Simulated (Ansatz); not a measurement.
MgO:
```cif
data_Mg4O4
_chemical_formula_sum 'Mg4 O4'
_space_group_name_H-M_alt 'Fm-3m'
_space_group_IT_number 225
_space_group_name_Hall '-F 4 2 3'
_cell_length_a 4.15926
_cell_length_b 4.15926
_cell_length_c 4.15926
_cell_angle_alpha 90.000
_cell_angle_beta 90.000
_cell_angle_gamma 90.000
loop_
_atom_site_label
_atom_site_type_symbol
_atom_site_symmetry_multiplicity
_atom_site_Wyckoff_symbol
_atom_site_fract_x
_atom_site_fract_y
_atom_site_fract_z
_atom_site_occupancy
Mg1 Mg 4 b 0.50000 0.50000 0.50000 1
O1 O 4 a 0.00000 0.00000 0.00000 1
```
(The calculation used a cell of 2 atoms; values per cell refer to that cell.)

Relaxed with LDA.

Give the optical modes at the zone centre with their infrared and Raman activity from DFPT, the program Ansatz at the LDA level (PAW).

Transverse frequencies, without the LO–TO term; a row sums one degenerate level.

```tsv
ω (cm⁻¹)	degeneracy	IR ((D/Å)²/amu)	Raman (Å⁴/amu)	activity	symmetry
408	3	27.75	0	IR	T1u
```

How high does the top mode go among those that the LO–TO term moves?

715 cm⁻¹ for q along x.

The cell was relaxed with LDA under the symmetry of its start; phonons on a q-mesh show no instability. The volume moved by -42 % from the start of the relaxation.

Potentials: the later of the program's two PAW sets.
